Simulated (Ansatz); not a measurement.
**What DFT gives for LuTl2**

```xyz
3
Lattice="0.0000 3.6413 0.0000 3.6413 0.0000 0.0000 1.8207 1.8207 -6.4454" Properties=species:S:1:pos:R:3 pbc="T T T"
Lu    0.0000    0.0000    0.0000
Tl    1.8207    1.8207   -2.1528
Tl    3.6413    3.6413   -4.2926
```

Method: r2SCAN, no spin polarisation; PAW, plane waves to 500 eV, 10×10×10 Γ-centred mesh, cold occupations (width 0.0602 eV) (Ansatz 0.2.0), atoms fixed.

(1) What is the formation energy?

(2) Metal or insulator?

(3) Which atom feels the largest force, and which way?

(4) Describe some of the short contacts.

Origin: a known structure type with other elements, at an estimated volume, so it need not be a known compound.

## Answers

(1) -0.05 eV an atom against the elements' usual phases (free molecules for gases, crystals otherwise, with no correction for O₂ or N₂), too near zero to call. Relaxing would lower it.

(2) It is a metal, with about 2.6 states/eV a cell as the mean within 0.25 eV of the Fermi level, mostly Lu d (51 %) and Tl p (35 %).

(3) The largest is on Tl3 (and as large on other atoms): 0.14 eV/Å, components (0.00, 0.00, -0.14). It makes 130° with the line to a nearest neighbour, Tl2 at 3.35 Å.

(4) Tl–Tl at 3.35 Å: least valence density 0.14 e/Å³ and ELF 0.20 there. Lu–Tl at 3.36 Å: least valence density 0.12 e/Å³ and ELF 0.14 there. Lu–Lu at 3.64 Å: least valence density 0.11 e/Å³ and ELF 0.39 there. Both are smooth PAW fields, read partly inside the augmentation spheres.
